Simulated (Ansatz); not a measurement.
Theory: DFT PBE, scalar-relativistic, plane waves, PAW in Ansatz. Settings: cutoff 420 eV, Γ-centred meshes spaced at most about 0.3 Å⁻¹, and about 0.25 Å⁻¹ or finer for metals (2π included), Gaussian smearing. Collinear spin in cells that started with moments and kept them past the coarse steps, no spin elsewhere.

Temperature and zero-point effects are left out.

Compare these two cells of MgRuC₆N₆, each relaxed at this level.

1. (site moments Ru 0.9 μB)

Space group Fm-3m (No. 225). a = 10.736 Å, b = 10.736 Å, c = 10.736 Å, α = 90.00°, β = 90.00°, γ = 90.00°
```tsv
atom	site	symmetry	x	y	z
Mg	4b	m-3m	0.5000	0.0000	0.0000
Ru	4a	m-3m	0.0000	0.0000	0.0000
C	24e	4m.m	0.1895	0.0000	0.0000
N	24e	4m.m	0.2984	0.0000	0.0000
```

2. (site moments Ru 1.0 μB)

Space group Fm-3m (No. 225). a = 10.899 Å, b = 10.899 Å, c = 10.899 Å, α = 90.00°, β = 90.00°, γ = 90.00°
```csv
atom,site,symmetry,x,y,z
Mg,4a,m-3m,0.0000,0.0000,0.0000
Ru,4b,m-3m,0.5000,0.0000,0.0000
C,24e,4m.m,0.2101,0.0000,0.0000
N,24e,4m.m,0.3178,0.0000,0.0000
```

Task: Which arrangement of the elements on these sites is preferred, and by what margin?

Result: Cell 1 is lower, by 222 meV/atom. The two share one framework of sites and differ in which element sits where. Cell 1 has space group Fm-3m (No. 225), 22.1 Å³/atom and no gap on its mesh; cell 2 has space group Fm-3m (No. 225), 23.1 Å³/atom and no gap. The shortest distance is 1.17 Å (C–N) in cell 1 and 1.17 Å (C–N) in cell 2. The denser one is the lower, and pressure would at first widen the difference. Even the lower one lies +0.27 eV/atom against the reference forms of the elements (uncorrected), so neither is stable at this level. In cell 1, Mg has 6 N at 2.16 Å; Ru has 6 C at 2.03 Å; around C lie 1 N at 1.17 Å and 1 Ru at 2.03 Å; N has 1 C at 1.17 Å and 1 Mg at 2.16 Å. In cell 2, around Mg lie 6 C at 2.29 Å; Ru is surrounded by 6 N at 1.99 Å; C is surrounded by 1 N at 1.17 Å and 1 Mg at 2.29 Å; N has 1 C at 1.17 Å and 1 Ru at 1.99 Å. Both come from invented guesses.

The magnetic state reached may not be the lowest. Cells relaxed within their symmetry can be saddle points.
